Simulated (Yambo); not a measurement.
Yambo run on KI (rock salt, space group Fm-3m, No. 225). The wavefunctions come from this Quantum ESPRESSO step (PBEsol, PseudoDojo standard norm-conserving files, scalar-relativistic):

```
&CONTROL
  calculation = 'nscf'
  pseudo_dir = './pseudo'
  outdir = './out'
/
&SYSTEM
  ibrav = 0
  nat = 2
  ntyp = 2
  ecutwfc = 74.0
  ecutrho = 296.0
  occupations = 'fixed'
  force_symmorphic = .true.
  nbnd = 195
/
&ELECTRONS
  conv_thr = 2e-09
  diago_full_acc = .true.
  diago_thr_init = 1e-08
/
ATOMIC_SPECIES
K 39.0983 K.upf
I 126.9045 I.upf
CELL_PARAMETERS angstrom
  0.000000000000   3.502038072000   3.502038072000
  3.502038072000   0.000000000000   3.502038072000
  3.502038072000   3.502038072000   0.000000000000
ATOMIC_POSITIONS crystal
K   0.000000000000   0.000000000000   0.000000000000
I   0.500000000000   0.500000000000   0.500000000000
K_POINTS automatic
4 4 4 0 0 0
```

Yambo input:

```
rim_cut
gw0
dyson
el_el_corr
HF_and_locXC
ppa
em1d
RandQpts= 1000000
RandGvec= 1 Ry
EXXRLvcs= 74 Ry
VXCRLvcs= 296 Ry
Chimod= "HARTREE"
% BndsRnXp
 1 | 193 |
%
NGsBlkXp= 10 Ry
% LongDrXp
 1.0 | 1.0 | 1.0 |
%
PPAPntXp= 27.2114 eV
% GbndRnge
 1 | 193 |
%
GTermKind= "BG"
DysSolver= "n"
ExtendOut
% QPkrange
 1 | 1 | 8 | 9 |
 3 | 3 | 8 | 9 |
 7 | 7 | 8 | 9 |
 8 | 8 | 8 | 9 |
%
```

k points by index: 1 = Γ, 3 = L, 7 = X, 8 = W.

Table of the .qp output:

```
#    K-point    Band    Eo [eV]    E [eV]    E-Eo [eV]    Vxc [eV]    Vnlxc [eV]    Sc|Eo [eV]    Sc|E [eV]    dSc/dw|Eo [eV]    Re(Z)    Im(Z)
#
    1    8    0.000000    -1.725550    -1.725550    -11.11416    -14.22143    0.993682    1.381722    -6.118858    0.816415    -0.001435
    1    9    3.871154    4.428265    0.557111    -6.700325    -3.059891    -2.990934    -3.083323    -4.511746    0.857776    -0.001132
    3    8    -0.365360    -2.113289    -1.747929    -10.75055    -13.95053    1.056650    1.452049    -6.155042    0.815529    -0.001474
    3    9    5.411570    5.956366    0.544797    -6.536104    -2.932928    -2.966046    -3.058379    -4.610852    0.855104    -0.001160
    7    8    -0.387717    -2.175364    -1.787647    -10.80644    -14.07712    1.078664    1.483029    -6.154774    0.815536    -0.001473
    7    9    4.787597    5.505192    0.717595    -6.745628    -3.009043    -2.898807    -3.018990    -4.556644    0.856564    -0.001153
    8    8    -0.643252    -2.423651    -1.780399    -10.45577    -13.74060    1.100629    1.504435    -6.171261    0.815133    -0.001506
    8    9    6.380241    7.176512    0.796270    -7.490806    -3.377814    -3.174672    -3.316722    -4.853570    0.848631    -0.001210
```
(The two width columns are left out.) Convergence of these settings isn't established.

Spin-orbit coupling is not included.

Geometry relaxed with PBEsol.
